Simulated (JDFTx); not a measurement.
Al(110) slab cut from bulk Al (space group Fm-3m, indices of the conventional cell, lattice of the Materials Project entry mp-134, not re-optimised): 8 atoms in 4 planes, a (2×1) cell of 23.07 Å² (|a| = 8.078, |b| = 2.856 Å), 4.2 Å between the outermost planes, cell height 23.3 Å, 4×8×1 k mesh, Fermi smearing 0.01 Ha, no spin polarisation.

Adsorbate: Cl on both faces at 0.50 monolayer, started ontop and relaxed in vacuum, keeping the symmetry of the start.

Method: PBE, GBRV ultrasoft potentials, plane waves to 20/100 Ha, in JDFTx (a modified build). The adsorption energy per Cl is [E(slab + 2 Cl) − E(slab)]/2 − (E(HCl) − ½ E(H2)), with the gas molecules relaxed at the same level and slab energies taken as (E + F)/2, the usual estimate of zero smearing. In reaction energies these potentials put H₂ about 0.03 eV too high against large-basis PBE. No zero-point energy or vibrational entropy is included. Both faces are alike, and the cell allows no reconstruction beyond its size.

Q: Predict the adsorption energy and the geometry, and the change of the work function.

A: -0.74 eV. Cl sits 2.14 Å above the highest substrate atom, bound to 1 Al at 2.14 Å. The work function goes from 4.20 to 5.34 eV. In CANDLE, water, 1 M KCl, at zero charge, the adsorption energy is -0.79 eV and the potential of zero charge moves from -0.57 to 0.29 V vs SHE (4.44 V convention).
